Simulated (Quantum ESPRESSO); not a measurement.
# Band energies of B

```
B
1.0
    2.44919     1.41404     4.17472
   -2.44919     1.41404     4.17472
    0.00000    -2.82809     4.17472
B
12
Direct
  0.00997   0.65429   0.00997
  0.99003   0.34571   0.99003
  0.00997   0.00997   0.65429
  0.99003   0.99003   0.34571
  0.65429   0.00997   0.00997
  0.34571   0.99003   0.99003
  0.22056   0.63164   0.22056
  0.77944   0.36836   0.77944
  0.22056   0.22056   0.63164
  0.77944   0.77944   0.36836
  0.63164   0.22056   0.22056
  0.36836   0.77944   0.77944
```

LDA (pw.x of Quantum ESPRESSO, ONCV potentials, without SOC); path ΓLB1,BZΓX,QFP1Z,LP; energies in eV from the valence-band maximum.

```
k (1/Å)  point  band 14  band 15  band 16  band 17  band 18  band 19  band 20  band 21
-------  -----  -------  -------  -------  -------  -------  -------  -------  -------
0.00         Γ    -4.39    -1.30    -0.75    -0.75    -0.35     1.52     4.56     4.56
0.20              -3.94    -1.42    -1.02    -0.97    -0.61     1.67     3.80     4.10
0.39              -3.05    -2.15    -2.07    -1.47    -0.58     2.08     3.38     3.95
0.59              -3.31    -2.32    -2.18    -2.06    -0.52     2.10     3.79     3.86
0.78         L    -3.06    -2.58    -1.86    -1.66    -0.50     2.01     3.35     3.70
0.99              -2.96    -2.34    -1.91    -1.85    -0.73     1.83     3.21     3.39
1.20              -3.08    -2.50    -2.05    -2.05    -1.24     2.01     2.37     3.17
1.41        B1    -2.97    -2.38    -2.20    -1.85    -1.68     1.81     2.75     3.19
1.41         B    -2.97    -2.38    -2.20    -1.85    -1.68     1.81     2.75     3.19
1.84              -2.79    -2.61    -2.06    -1.78    -0.74     2.62     3.03     3.24
2.06         Z    -3.14    -2.90    -1.81    -1.81     0.00     2.72     2.86     2.86
2.25              -2.76    -2.76    -2.22    -2.22    -0.06     2.45     3.26     3.26
2.63              -4.00    -1.45    -1.09    -1.09    -0.31     1.56     4.49     4.49
2.82         Γ    -4.39    -1.30    -0.75    -0.75    -0.35     1.52     4.56     4.56
3.01              -4.02    -1.38    -0.98    -0.96    -0.66     1.67     3.73     4.14
3.20              -3.11    -2.42    -1.53    -1.44    -0.80     2.28     2.77     4.27
3.58              -2.95    -2.63    -2.44    -1.64    -1.26     1.91     2.64     3.30
3.77         X    -3.07    -2.68    -2.25    -1.95    -1.61     1.95     2.29     3.25
3.77         Q    -3.07    -2.68    -2.25    -1.95    -1.61     1.95     2.29     3.25
4.10         F    -3.12    -2.85    -2.47    -2.07    -1.83     1.57     2.76     2.97
4.10        P1    -2.98    -2.63    -2.61    -1.72    -1.56     1.58     3.18     3.38
4.24              -2.74    -2.58    -2.30    -1.84    -1.54     1.89     3.37     3.56
4.39              -2.72    -2.54    -2.06    -1.81    -1.12     2.38     3.17     3.53
4.53              -2.96    -2.77    -1.92    -1.80    -0.34     2.74     2.87     3.07
4.67         Z    -3.14    -2.90    -1.81    -1.81     0.00     2.72     2.86     2.86
4.67         L    -3.06    -2.58    -1.86    -1.66    -0.50     2.01     3.35     3.70
4.80              -3.05    -2.61    -1.82    -1.66    -0.67     1.91     3.34     3.69
4.94              -3.09    -2.68    -1.74    -1.71    -1.07     1.70     3.34     3.65
5.20         P    -2.98    -2.63    -2.61    -1.72    -1.56     1.58     3.18     3.38
```

The LDA gap is indirect, 1.52 eV, from Z to Γ; the smallest direct gap is 1.87 eV.

Geometry of the Materials Project entry, not relaxed at this level.
